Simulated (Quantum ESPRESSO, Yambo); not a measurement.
BaO2 (space group I4/mmm, No. 139) under isotropic strain (on all lattice vectors), counted from the cell relaxed with PBEsol, atoms relaxed at each step. PBEsol (pw.x of Quantum ESPRESSO, ONCV potentials, without SOC); G0W0 in Yambo (4×4×4 Γ-centred k mesh, 94 bands and a 8 Ry block in the screening, 94 bands in G with the Bruneval-Gonze terminator, plasmon pole fitted at 27.2 eV).

```csv
strain s (%),PBEsol direct gap at Z (eV),G0W0 direct gap at Z (eV)
-3,2.036,3.677
-1.5,2.057,3.712
-0.7,2.066,3.735
0,?,?
+1,2.073,3.748
+2,2.072,3.751
```

### Question
Fit a parabola in s to each column by least squares and predict the withheld row.

### Answer
PBEsol: E = 2.070 + 0.0051 s − 0.0021 s² (largest residual 1 meV), giving 2.070 eV at s = +0; the run gave 2.070 eV, a miss of 0 meV. G0W0: E = 3.741 + 0.0116 s − 0.0033 s² (largest residual 4 meV), giving 3.741 eV at s = +0; the run gave 3.740 eV, a miss of 1 meV. The GW settings are held fixed; their convergence isn't established. The screening block changes size along the series (129 vectors at -3 %, 129 vectors at -1.5 %, 131 vectors at -0.7 %, 131 vectors at +0 %, 131 vectors at +1 %, 131 vectors at +2 %), which puts steps into the G0W0 values.
